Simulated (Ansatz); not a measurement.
## Ionic part of the dielectric constant of GaO at 15 GPa, mode by mode

All numbers below come from DFT PBE, scalar-relativistic, plane waves, PAW in Ansatz. Plane waves to 420 eV; Γ-centred k mesh 12×12×4; fixed occupations. No spin polarisation. Phonons by linear response, acoustic sum rule imposed.

It takes space group P6_3/mmc (No. 194, hexagonal). The conventional cell has a = 3.061 Å, b = 3.061 Å, c = 11.535 Å, α = 90.00°, β = 90.00°, γ = 120.00°. Around Ga (site symmetry 3m) lie 3 O at 1.90 Å. Around O (site symmetry 3m) lie 3 Ga at 1.90 Å.

The cell was built by swapping an element in a database structure (itself possibly hypothetical) and relaxing; it need not be the stable form of this composition. The crystal is built of layers and no dispersion correction was added, so the binding between them is poorly described, and with it their spacing and whatever depends on it. The run warned that the force constants aren't converged on this k mesh, so the frequencies and all that is formed from them are rough.

The primitive cell has V = 93.57 Å³ and ε∞,xx = 5.887. Each polar mode adds Δε = (4.92064×10⁷/V)·S/ν² along x, with S its oscillator strength in e²/amu, ν in cm⁻¹ and V in Å³.

Task: From these modes, find each Δε and ε0,xx.
| ν (cm⁻¹) | S_xx (e²/amu) |
| --- | --- |
| 514.9 | 1.744 |

Result:
```
ν (cm⁻¹)    Δε
   514.9  3.46
```

The sum is 3.460, so ε0,xx = 9.35; the run's tensor has 9.35.

Task: Where do the longitudinal modes lie for a wave vector along x?

Result: At 649 cm⁻¹. The Lyddane–Sachs–Teller product Π(ν_LO/ν_TO)² = 1.59 matches ε0/ε∞ = 1.59.

Cost: 1 run of about 28 core-minutes, on Intel Xeon Processor @ 2.50GHz (Skylake/Cascade Lake) (shared hosts).